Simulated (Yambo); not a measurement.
```xyz
4
Lattice="2.6640 0.0000 0.0000 -1.3320 2.3071 0.0000 0.0000 0.0000 4.3854" Properties=species:S:1:pos:R:3 pbc="T T T"
Be     0.0000     1.5381     0.0028
Be     1.3320     0.7690     2.1955
O      0.0000     1.5381     1.6527
O      1.3320     0.7690     3.8454
```

Response from Yambo on PBEsol (pw.x of Quantum ESPRESSO, ONCV potentials, scalar-relativistic) bands: 21×21×12 mesh, 25 bands, 4 Ry local-field block, 0.2 eV broadening.

Give the static electronic dielectric constant without and with local fields along each axis.


```json
[
 {"field along": "x", "ε(0), independent particles": "3.11", "ε(0), RPA with local fields": "2.99", "refractive index √ε": "1.73"},
 {"field along": "z", "ε(0), independent particles": "3.19", "ε(0), RPA with local fields": "3.07", "refractive index √ε": "1.75"}
]
```
Electronic (clamped-ion) response only. PBEsol gaps are usually too small, which raises these values. Convergence of the RPA response with its 21×21×12 mesh was not tested. x, y and z are Cartesian axes of the cell as given.

Geometry strained from the cell relaxed with PBEsol, atoms relaxed again.
